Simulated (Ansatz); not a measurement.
P (black phosphorus), relaxed with PBE (Ansatz, a quantum-chemistry and plane-wave program, plane waves, PAW): a = 3.3106 Å, b = 11.2940 Å, c = 4.5659 Å, α = β = γ = 90.00°.

| Property | Value |
|---|---|
| gap (eV) | 0.14 |
| B₀ by P(V) fit (GPa) | 7.3 |

Task: The same phase is relaxed and computed with PBEsol in the same code. What are the cell and these values now?

Result: a = 3.318 Å, b = 10.304 Å, c = 4.194 Å, α = 90.00°, β = 90.00°, γ = 90.00°.

* **gap (eV)**: none
* **B₀ by P(V) fit (GPa)**: 21.0

Weakly bound layers, chains or molecules computed without a dispersion correction, so cells and soft constants are ill determined: P, black phosphorus with PBE; P, black phosphorus with PBEsol. All cells were relaxed under the symmetry of their starts (and spin orders); stability against distortions was not tested throughout.

Potentials: the later of the program's two PAW sets.

Ansatz is a plane-wave DFT program.
